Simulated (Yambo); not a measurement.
## How GW settings move the gap: BeTe

G0W0@PBEsol for BeTe (wurtzite, space group P6_3mc, No. 186) in Yambo. Reference settings: 3×3×2 Γ-centred k mesh, bands 5 to 344 and a 8 Ry block in the screening, 344 bands in G with the Bruneval-Gonze terminator, plasmon pole fitted at 27.2 eV. The PBEsol gap Γ → K on this mesh is 1.84 eV; G0W0 gaps are taken between the same points.

```tsv
change from the reference	G0W0 gap Γ → K (eV)	shift of the valence edge (eV)	rough Yambo cost
reference settings	3.23	-1.16	1
130 bands in W, 130 bands in G	3.21	-0.90	about 1/3
222 bands in W, 222 bands in G	3.22	-1.07	within a factor of two
130 bands in G	3.23	-1.11	–
222 bands in G	3.23	-1.15	–
160 bands in W	3.21	-1.01	within a factor of two
1 Ry block	3.13	-0.52	within a factor of two
3 Ry block	2.90	-0.80	within a factor of two
7 Ry block	3.21	-1.14	within a factor of two
pole fitted at 15 eV	3.19	-1.05	–
no random integration	3.19	-0.98	–
3×3×1 mesh	3.19	-1.10	about 1/3
130 bands in G, no terminator	3.07	-0.66	–
222 bands in G, no terminator	3.16	-0.94	–
no terminator	3.20	-1.07	–
```

The reference isn't shown to be the converged limit. Costs are rough (shared machines), scaled to the same edge states, and given only for runs that recompute the screening.

The standard potential for Te keeps a d shell in the valence without the s and p states of that shell. In tests on such compounds this moved G0W0 gaps by up to about 0.9 eV, so absolute quasiparticle energies here are unreliable; differences between settings are what counts.

Spin-orbit coupling is included.

Geometry relaxed with PBEsol; primitive cell a = b = 3.951 Å, c = 6.518 Å, α = β = 90.00°, γ = 120.00°.

This is not the ordinary phase of the substance; no match was found in the copy of COD used, and its stability was not checked.

A shift is the quasiparticle energy of the state minus its PBEsol energy.
